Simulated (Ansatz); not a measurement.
Ga2Pt:
```
CELL_PARAMETERS angstrom
      0.00000     2.93389     2.93389
      2.93389     0.00000     2.93389
      2.93389     2.93389     0.00000
ATOMIC_POSITIONS crystal
  Ga 0.75000 0.75000 0.75000
  Ga 0.25000 0.25000 0.25000
  Pt 0.00000 0.00000 0.00000
```

This is the LDA-relaxed structure.

All from DFT-LDA in the program Ansatz with PAW potentials, unless another level is named. Give the formation energy from the elements (no fitted shifts).

-0.59 eV/atom.

And the density of states at the Fermi level?

0.37 states/eV per atom (mean over ±0.08 eV).

Space group Fm-3m (fluorite or antifluorite type). The first step of the workflow began from a Materials Project structure, measured or hypothetical; the Crystallography Open Database files this formula in space group No. 225, but the cells were not matched. Its standing as an ambient phase is unchecked. Symmetry was held in the LDA relaxation; of distortions, only those at the zone centre were tested. No spin polarisation was allowed. The references are the lowest solids computed at this level, not always the standard phases. Spin–orbit coupling is left out wherever it is not named.

Potentials: the later of the program's two PAW sets.
